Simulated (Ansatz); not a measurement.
NaAuO2:
```xyz
8
Lattice="1.7105 -5.5262 0.0000 1.7105 5.5262 0.0000 0.0000 0.0000 5.8262" Properties=species:S:1:pos:R:3 pbc="T T T"
Na     1.7105     2.4044     1.4565
Na     1.7105    -2.4044     4.3696
Au     1.7105    -5.4862     4.3696
Au     1.7105     5.4862     1.4565
O      1.7105    -4.1786     2.8704
O      1.7105     4.1786     2.9558
O      1.7105     4.1786     5.7835
O      1.7105    -4.1786     0.0427
```

Tensor components refer to the Cartesian frame of this cell.

**Question.** Give the high-frequency dielectric tensor and the Born effective charge tensors of the independent atoms from DFPT, DFT-LDA in the program Ansatz with PAW potentials.

**Answer.** 
ε∞:
```
3.24  0.00  0.00
0.00  3.64  0.00
0.00  0.00  6.14
```
Z* of atom 1 (Na), rows: field, columns: displacement, in e:
```
1.02  0.00  0.00
0.00  1.55  0.00
0.00  0.00  1.06
```
Z* of atom 3 (Au), rows: field, columns: displacement, in e:
```
0.24  0.00  0.00
0.00  1.21  0.00
0.00  0.00  4.50
```
Z* of atom 5 (O), rows: field, columns: displacement, in e:
```
-0.63   0.00   0.00
 0.00  -1.38   0.05
 0.00  -0.10  -2.78
```

Space group Cmcm. The workflow started from a Materials Project entry (that database holds measured and hypothetical structures alike); the Crystallography Open Database copy checked does not list it. Its standing as an ambient phase is unchecked. The LDA relaxation kept the symmetry of its start; its stability against distortions is not shown here. Scalar-relativistic: spin–orbit coupling is off unless named, which matters more the heavier the elements.

Potentials: the later of the program's two PAW sets.
